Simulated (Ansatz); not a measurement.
This Si2Se structure is the end of a relaxation. The cell was found from a structure generator's guess, not taken from experiment.

Method: Ansatz, DFT PBE, scalar-relativistic, plane waves, PAW. Cutoff 420 eV, Γ-centred mesh, Gaussian smearing, no spin polarisation.

```xyz
6
Lattice="5.8686 0.0000 0.0000 0.0000 3.8092 0.0000 -1.6119 0.0000 6.6871" Properties=species:S:1:pos:R:3 pbc="T T T"
Si    3.4732    0.0000    2.3833
Si    4.8595    1.9046    2.7320
Si    3.0518    0.0000    4.6338
Si   -0.2448    1.9046    4.9087
Se    1.9820    1.9046    5.8343
Se   -0.9855    0.0000    6.2564
```

Formation energies are uncorrected and refer to the elements' standard structures at the same level.

(1) Find its symmetry and describe it.

(2) What is its formation energy per atom?

(3) Is it a metal?

## Answers

(1) Pm (No. 6). Conventional cell: a = 5.869 Å, b = 3.809 Å, c = 6.879 Å, β = 103.6°. Si on its first site is surrounded by 3 Si at 2.29–2.38 Å; Si on its second site has 3 Si at 2.31–2.38 Å; Si on its third site has 1 Si at 2.29 Å and 3 Se at 2.45–2.49 Å; Se on its first site has 3 Si at 2.41–2.49 Å; 2 more sites not described.

(2) +0.208 eV/atom. It can't be a ground state, since the elements alone are lower.

(3) No, the gap on the 6×10×6 mesh is 0.21 eV.

The last run used a 6×10×6 mesh (in the run's order of axes) for its 6-atom cell and Gaussian smearing of 0.01 eV. No dispersion correction is applied, so the spacing and binding between layers, chains or molecules are poorly described. Kohn–Sham gaps at this level usually fall short of measured ones. The reference form of Se is held partly by dispersion forces, which this level lacks. Small gaps are read on the mesh alone, and bands can cross between its points. This cell was reached by moving the atoms of another relaxed cell at random and relaxing again, last within the group found; it had no such test of its own.
